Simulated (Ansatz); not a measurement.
Cu: course of a relaxation

The calculation used DFT PBEsol, scalar-relativistic, plane waves, PAW (Ansatz). Run with 420 eV cutoff, 18×18×6 k-mesh, Gaussian smearing of 0.10 eV, no spin polarisation.

What was changed: relaxed at 8 GPa.

Other phases may be more stable at this pressure.

Command:

```bash
ansatz run input.yaml --threads 1 --pin off --max-ram 2560MiB --backend cpu --events-out ev --progress --plain --runs-dir out
```

Input:

```yaml
crystal:
  lattice:
    - [2.4828348896, 0.0, 0.0]
    - [-1.2414174448, 2.1501980878, 0.0]
    - [0.0, 0.0, 8.115185588]
  atoms:
    - { symbol: Cu, position: [0.0, 0.0, 0.0] }
    - { symbol: Cu, position: [0.3333333333, 0.6666666667, 0.25] }
    - { symbol: Cu, position: [0.0, 0.0, 0.5] }
    - { symbol: Cu, position: [0.6666666667, 0.3333333333, 0.75] }
basis:
  ecutwfc: 420
kpoints:
  mp_grid: { grid: [18, 18, 6] }
hamiltonian:
  xc: pbesol
scf:
  occupations: { method: gaussian, width: 0.1 }
output:
  forces: true
  stress: true
  eigenvalues: true
relax:
  adjacent_minimum: "off"
  f_tol: 0.008
  max_steps: 50
  cell: { stress_tol: 0.08, p_target: 8.0 }
```

F is the free energy. Steps run on the plane waves of an earlier cell, but the last one, and at times one on the way, on a freshly chosen basis, so a repeated geometry can differ a little in energy. The relaxation lowers the enthalpy F + PV at the target pressure, so F itself can rise.

Steps:

```tsv
step	F − F(1) (eV)	largest force component (eV/Å)	V (Å³/atom)	P (GPa)
1	0.0000	0.000	10.831	8.27
2	-0.0015	0.000	10.838	8.13
3	-0.0029	0.000	10.845	8.00
4	-0.0029	0.000	10.845	8.00
```

Relaxed structure:

```
CELL_PARAMETERS angstrom
2.48385 0.00000 0.00000
-1.24192 2.15108 0.00000
0.00000 0.00000 8.11928
ATOMIC_POSITIONS crystal
Cu 0.00000 0.00000 0.00000
Cu 0.33333 0.66667 0.25000
Cu 0.00000 0.00000 0.50000
Cu 0.66667 0.33333 0.75000
```

Symmetry: P6_3/mmc, No. 194, hexagonal system. The conventional cell has a = 2.484 Å, b = 2.484 Å, c = 8.119 Å, α = 90.00°, β = 90.00°, γ = 120.00°. Cu (site symmetry -3m) has 12 Cu at 2.48 to 2.49 Å as nearest neighbours. Around Cu (site symmetry -6m2) lie 12 Cu at 2.48 to 2.49 Å.

The run converged. The run took 61 s on 1 thread of Arm Neoverse V2, with other jobs on the host, peak memory 0.48 GiB.